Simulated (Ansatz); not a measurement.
Computed with DFT PBE, scalar-relativistic, plane waves, PAW in Ansatz. All cells share a 420 eV cutoff and Γ-centred k meshes spaced at most about 0.3 Å⁻¹ (about 0.25 or finer for metals, 2π included). No spin polarisation in the final relaxations.

All energies are static (0 K, no zero-point motion).

Two relaxed structures of LuTlAu₄:

A.

```yaml
crystal:
  lattice:
    - [0.00000, 5.08192, 5.08192]
    - [5.08192, 0.00000, 5.08192]
    - [5.08192, 5.08192, 0.00000]
  atoms:
    - { symbol: Lu, position: [0.25000, 0.25000, 0.25000] }
    - { symbol: Tl, position: [0.75000, 0.75000, 0.75000] }
    - { symbol: Au, position: [0.70674, 0.09775, 0.09775] }
    - { symbol: Au, position: [0.09775, 0.70674, 0.09775] }
    - { symbol: Au, position: [0.09775, 0.09775, 0.70674] }
    - { symbol: Au, position: [0.09775, 0.09775, 0.09775] }
```

B.

```yaml
crystal:
  lattice:
    - [0.00000, 3.97207, 3.97207]
    - [3.97207, 0.00000, 3.97207]
    - [3.97207, 3.97207, 0.00000]
  atoms:
    - { symbol: Lu, position: [0.00000, 0.00000, 0.00000] }
    - { symbol: Tl, position: [0.25000, 0.25000, 0.25000] }
    - { symbol: Au, position: [0.62523, 0.62523, 0.12430] }
    - { symbol: Au, position: [0.62523, 0.12430, 0.62523] }
    - { symbol: Au, position: [0.12430, 0.62523, 0.62523] }
    - { symbol: Au, position: [0.62523, 0.62523, 0.62523] }
```

Question: Which is lower in energy, and by how much?

Answer: B is lower, by 0.52 eV/atom. A has space group F-43m (No. 216), 43.7 Å³/atom and a gap of 0.33 eV on its mesh; B has space group F-43m (No. 216), 20.9 Å³/atom and no gap. Counting all near atoms (those within 1.25 times the shortest distance at each site; a plus sign parts nearer from farther groups), A has Lu 4, Tl 12+6, Au 4 and B has Lu 16, Tl 16, Au 6+6. The denser one is the lower, and pressure would at first widen the difference. In A, Lu has 4 Au at 2.68 Å; around Tl lie 12 Au at 4.16 Å (long against covalent radii, as for large ions); Au has 1 Lu at 2.68 Å, 3 Au at 2.81 Å and 3 Tl at 4.16 Å. In B, around Lu lie 12 Au at 3.29 Å and 4 Tl at 3.44 Å; Tl has 12 Au at 3.29 Å and 4 Lu at 3.44 Å; around Au lie 6 Au at 2.80–2.81 Å, 3 Lu at 3.29 Å and 3 Tl at 3.29 Å. Both come from invented guesses.

Spin–orbit coupling, which can matter for Au and Tl, is left out. Kohn–Sham gaps at this level usually fall short of measured ones. The missing spin–orbit coupling can work the other way here. Cells relaxed within their symmetry can be saddle points.
